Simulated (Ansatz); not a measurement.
Q: Each is relaxed and computed with PBE (plane waves, PAW; program Ansatz). Which is the only metal?
A. BAs, P6_422 (B on 3c, As on 3d)
B. AlBN2, chalcopyrite
C. Re2B, P4/nmm (Re on 2a, Re on 2c, B on 2c)
D. BN, zinc blende

A: C, Re2B, P4/nmm (Re on 2a, Re on 2c, B on 2c). Re2B: metal; BAs: gap 0.48 eV (indirect); AlBN2: gap 2.89 eV (direct); BN: gap 4.46 eV (indirect). Constructed cells (a structure type filled with these elements, in neither database checked): Re2B, P4/nmm (Re on 2a, Re on 2c, B on 2c). Typed or built starts, not in the databases checked: BAs, P6_422 (B on 3c, As on 3d); AlBN2, chalcopyrite. Not the usual ambient phase: BAs, P6_422 (B on 3c, As on 3d). All cells were relaxed under the symmetry of their starts (and spin orders); stability against distortions was not tested throughout. Rows with no word on spin ran without spin polarisation. Scalar-relativistic: spin–orbit coupling is off unless named, which matters more the heavier the elements.

Potentials: the earlier of the program's two PAW sets.
